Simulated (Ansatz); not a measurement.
HfN (rock salt, Fm-3m) under volume change, the program Ansatz at the PBE level (PAW), scaled uniformly.

| V (Å³/atom) | E − E(relaxed) (meV/atom) | P (GPa) |
|---|---|---|
| 10.698 | 92.4 | 30.38 |
| 11.051 | 38.8 | 18.61 |
| 11.403 | 9.2 | 8.58 |
| 11.756 | 0.0 | 0.02 |
| 12.109 | 8.2 | -7.29 |
| 12.462 | 31.3 | -13.53 |
| 12.814 | 67.1 | -18.85 |

Problem. What does a third-order Birch–Murnaghan fit give for V₀, B₀ and B′?

Solution. V₀ = 11.76 Å³/atom, B₀ = 263 GPa, B′ = 4.3.

The cell was relaxed with PBE under the symmetry of its start; of distortions, only those at the zone centre were tested. No spin polarisation was allowed. Spin–orbit coupling is left out wherever it is not named.

Potentials: the later of the program's two PAW sets.
